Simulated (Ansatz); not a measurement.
Ta$_{2}$H:
```cif
data_HTa2
_chemical_formula_sum 'Ta2 H1'
_space_group_name_H-M_alt 'P 1'
_space_group_IT_number 1
_cell_length_a 2.92387
_cell_length_b 2.92387
_cell_length_c 4.76731
_cell_angle_alpha 90.000
_cell_angle_beta 90.000
_cell_angle_gamma 108.363
loop_
_space_group_symop_operation_xyz
  'x, y, z'
loop_
_atom_site_label
_atom_site_type_symbol
_atom_site_fract_x
_atom_site_fract_y
_atom_site_fract_z
_atom_site_occupancy
Ta1 Ta 0.00000 0.50000 0.26384 1
Ta2 Ta 0.50000 0.00000 0.73616 1
H1 H 0.00000 0.00000 0.00000 1
```

Relaxed with r²SCAN.

Which orbitals make up the states near the Fermi level in r²SCAN in the plane-wave PAW code Ansatz?

Within 0.5 eV of the Fermi level: Ta 5d 89 %, outside the projected shells 5 %. Projections are on Löwdin-orthogonalised atomic valence shells; empty p or d shells of many metals are not among them.

Tabulate the density of states.

States/eV per cell of 3 atoms, in 0.25 eV bins, energy from the Fermi level.

```tsv
E (eV)	total	Ta 5d	Ta 6s	H 1s
-7.85	1.16	0.40	0.19	0.52
-7.60	1.20	0.44	0.15	0.56
-7.35	1.32	0.55	0.09	0.63
-7.10	0.96	0.44	0.02	0.46
-6.85	0.09	0.04	0.00	0.04
-6.60	0.00	0.00	0.00	0.00
-6.35	0.00	0.00	0.00	0.00
-6.10	0.01	0.00	0.01	0.00
-5.85	0.05	0.01	0.04	0.00
-5.60	0.08	0.02	0.06	0.00
-5.35	0.12	0.03	0.08	0.00
-5.10	0.16	0.04	0.10	0.01
-4.85	0.23	0.08	0.13	0.01
-4.60	0.43	0.22	0.19	0.01
-4.35	0.92	0.57	0.30	0.02
-4.10	1.11	0.69	0.36	0.03
-3.85	1.44	0.92	0.44	0.04
-3.60	1.56	1.05	0.42	0.04
-3.35	1.36	0.99	0.29	0.04
-3.10	1.56	1.24	0.23	0.05
-2.85	1.03	0.90	0.09	0.02
-2.60	1.21	1.06	0.09	0.02
-2.35	1.89	1.65	0.15	0.04
-2.10	2.72	2.41	0.16	0.07
-1.85	2.15	1.92	0.10	0.05
-1.60	2.91	2.64	0.12	0.04
-1.35	2.99	2.68	0.12	0.06
-1.10	3.26	2.83	0.16	0.10
-0.85	3.09	2.64	0.16	0.12
-0.60	2.41	2.10	0.14	0.04
-0.35	1.95	1.73	0.09	0.02
-0.10	1.54	1.38	0.06	0.01
0.15	1.30	1.17	0.05	0.01
0.40	0.86	0.77	0.03	0.00
0.65	0.50	0.44	0.02	0.00
0.90	0.58	0.54	0.02	0.01
1.15	0.78	0.73	0.03	0.01
1.40	1.05	0.98	0.04	0.01
1.65	1.27	1.18	0.04	0.01
1.90	1.38	1.28	0.04	0.01
2.15	1.58	1.48	0.04	0.01
2.40	1.69	1.58	0.04	0.01
2.65	1.93	1.81	0.04	0.01
2.90	1.97	1.85	0.04	0.01
3.15	1.84	1.74	0.03	0.01
3.40	1.99	1.89	0.03	0.01
3.65	2.20	2.08	0.05	0.02
3.90	2.60	2.41	0.09	0.03
4.15	2.61	2.40	0.12	0.02
4.40	4.55	4.16	0.25	0.03
4.65	4.89	4.38	0.31	0.04
```

Space group C222. The first step of the workflow began from a Materials Project structure, measured or hypothetical; the Crystallography Open Database copy checked does not list it. Whether it is the stable phase at ambient conditions was not checked. Symmetry was held in the r²SCAN relaxation; whether a distortion lowers the energy is not shown. The run is not spin-polarised. Spin–orbit coupling is left out wherever it is not named.

Potentials: the later of the program's two PAW sets.
